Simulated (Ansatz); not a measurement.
VO$_{2}$ in space group I4/m (No. 87; V on 8h, O on 8h, O on 8h), DFT-PBEsol in the program Ansatz with PAW potentials, all energies at zero smearing, with the estimated change up to a 700 eV cutoff added, with one set of potentials and settings (totals compare only within such a set). Cell of 12 atoms (4 V, 8 O): -16036.086 eV.

```
element                            reference phase  E (eV/atom)
-------  -----------------------------------------  -----------
V                       Im-3m, 1 atoms in the cell   -2885.2930
O        C2/m, 4 atoms in the cell, spin-polarised    -558.3554
```

Formation energy per atom, worked out: (-16036.086 − 4×(-2885.2930) − 8×(-558.3554))/12 = -2.339 eV/atom (-226 kJ per mol of atoms), at 0 K, without zero-point energy or fitted corrections.

The start of the workflow was typed in or built on a structure type; neither database checked (COD, Materials Project) lists it. COD files the formula under space group No. 10, 12, 14, 136, so this cell is another polymorph or a model. Whether it is the stable phase at ambient conditions was not checked. The cell was relaxed with PBEsol under the symmetry of its start; whether a distortion lowers the energy is not shown. The final state is ferromagnetic, chosen from 2 collinear starts compared on coarse meshes (ties went to the first, and starts can fall back to one state), not a proven ground state. The volume moved by -20 % from the start of the relaxation. No Hubbard U is applied. The references are the lowest solids computed at this level, not always the standard phases (solids in place of the gases).

Potentials: the later of the program's two PAW sets.
